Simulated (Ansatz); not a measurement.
BeS:
```xyz
6
Lattice="3.4499 0.0000 0.0000 -1.7250 2.9877 0.0000 0.0000 0.0000 7.8318" Properties=species:S:1:pos:R:3 pbc="T T T"
Be    -0.8625     1.4939     2.6106
Be     0.8625     1.4939     5.2212
Be     1.7250     0.0000     0.0000
S     -0.8625     1.4939     6.5265
S      0.8625     1.4939     1.3053
S      1.7250     0.0000     3.9159
```

x, y and z are the axes in which the lattice vectors are written.

Problem. Give the proper piezoelectric stress tensor with relaxed ions from r²SCAN in the plane-wave PAW code Ansatz.

Solution. In C/m², rows x, y, z, Voigt columns; mesh uncertainty up to 0.00.
```
 0.00   0.00   0.00   0.23   0.00   0.00
 0.00   0.00   0.00   0.00  -0.23   0.00
 0.00   0.00   0.00   0.00   0.00   0.00
```

The elastic tensor of the same run (GPa):

|  | 1 | 2 | 3 | 4 | 5 | 6 |
|---|---|---|---|---|---|---|
| 1 | 203 | 55.0 | 48.6 | 0.0 | 0.0 | 0.0 |
| 2 | 55.0 | 203 | 48.6 | 0.0 | 0.0 | 0.0 |
| 3 | 48.6 | 48.6 | 224 | 0.0 | 0.0 | 0.0 |
| 4 | 0.0 | 0.0 | 0.0 | 68.5 | 0.0 | 0.0 |
| 5 | 0.0 | 0.0 | 0.0 | 0.0 | 68.5 | 0.0 |
| 6 | 0.0 | 0.0 | 0.0 | 0.0 | 0.0 | 73.9 |

Problem. Convert to strain constants d = e·S.

Solution. In pC/N:
```
 0.0   0.0   0.0   3.3   0.0   0.0
 0.0   0.0   0.0   0.0  -3.3   0.0
 0.0   0.0   0.0   0.0   0.0   0.0
```

Space group P6_422. The start of the workflow was typed in or built on a structure type; neither database checked (COD, Materials Project) lists it. COD files the formula under space group No. 216, so this cell is another polymorph or a model. Whether it is the stable phase at ambient conditions was not checked. The r²SCAN relaxation kept the symmetry of its start; whether a distortion lowers the energy is not shown.

Potentials: the earlier of the program's two PAW sets.
